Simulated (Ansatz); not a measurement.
**La₂MgCu₂, a strained cell with displaced atoms**

```
CELL_PARAMETERS angstrom
8.01742 0.00118 0.00649
0.00118 8.01814 0.00412
0.00325 0.00206 4.00991
ATOMIC_POSITIONS crystal
Cu 0.36204 0.90276 0.00007
Cu 0.12590 0.36246 0.06963
Cu 0.62046 0.11359 0.97539
Cu 0.89231 0.64170 0.98570
La 0.20061 0.70197 0.48762
La 0.32683 0.19176 0.49222
La 0.82306 0.32229 0.46063
La 0.69657 0.81886 0.51956
Mg 0.03478 0.02296 0.97755
Mg 0.50394 0.50776 0.01353
```

Method: PBEsol, no spin polarisation; PAW, plane waves to 420 eV, 3×3×5 (shifted by 0.5, 0.5, 0.5 steps) mesh, fermi-dirac occupations (width 0.1 eV) (Ansatz 0.2.0), atoms fixed.

Q: Is the cell too large or too small?

A: The pressure is -3.3 GPa (compression positive), so with the atoms held at these fractions the cell would first shrink; the forces are large, so a full relaxation may end otherwise. The principal stresses -3.9, -3.4, -2.6 GPa differ, so its shape would change too.

Q: What happens at the Fermi level?

A: It is a metal, with about 11 states/eV a cell as the mean within 0.25 eV of the Fermi level, mostly La d (64 %).

Q: Give the Bader charges.

A: Bader charges in e: La +1.01 to +1.05, Mg +0.30 to +0.72, Cu -1.35 to -1.19. In the mean La gives up most and Cu takes most.

Q: Where is the largest force?

A: The largest is on Cu2: 1.15 eV/Å, components (-0.24, 0.74, -0.85). It makes 156° with the line to a nearest neighbour, La6 at 2.71 Å, pointing away from it.

Origin: a strained cell with displaced atoms, so it need not be a known compound. Caveats: many states at the Fermi level without spin polarisation, so a magnetic state may lie lower; the k mesh is coarse if the cell is a metal; f levels without a U or exact exchange are poorly placed.
